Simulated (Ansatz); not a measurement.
**GaAs: computed property card**

GaAs:
```yaml
crystal:
  lattice:
    - [4.01818, 0.00000, 0.00000]
    - [-2.00909, 3.47985, 0.00000]
    - [0.00000, 0.00000, 8.78128]
  atoms:
    - { symbol: Ga, position: [0.00000, 0.49986, 0.66667] }
    - { symbol: Ga, position: [0.50014, 0.50014, 0.00000] }
    - { symbol: Ga, position: [0.49986, 0.00000, 0.33333] }
    - { symbol: As, position: [0.00000, 0.49992, 0.16667] }
    - { symbol: As, position: [0.50008, 0.50008, 0.50000] }
    - { symbol: As, position: [0.49992, 0.00000, 0.83333] }
```

Space group P6_422 (No. 181); conventional cell a = b = 4.0182 Å, c = 8.7813 Å, α = β = 90.00°, γ = 120.00°.

Method: PBEsol (plane waves, PAW; program Ansatz). The cell and atoms are relaxed at this level. Other levels are named where they apply.

**Cell and energy**

Volume per atom: 20.46 Å³
Density: 5.87 g/cm³
Formation energy from the elements (no fitted shifts): -0.15 eV/atom

**Electronic structure**

- Electronic character: no gap, with almost no states at the Fermi level (zero-gap or semimetallic)
- Density of states at the Fermi level: 0.01 states/eV per atom (mean over ±0.08 eV)

**Mechanics**

* **Bulk modulus (Birch–Murnaghan fit)**: 73.9 GPa
* **Pressure derivative B′**: 4.7

The start of the workflow was typed in or built on a structure type; neither database checked (COD, Materials Project) lists it. It is not the phase usual at ambient conditions (space group No. 216). Symmetry was held in the PBEsol relaxation; its stability against distortions is not shown here. Point labels and valley counts follow the cell and symmetry of the run, lower than the named group. The references are the lowest solids computed at this level, not always the standard phases. Scalar-relativistic: spin–orbit coupling is off unless named, which matters more the heavier the elements.

Potentials: the later of the program's two PAW sets.
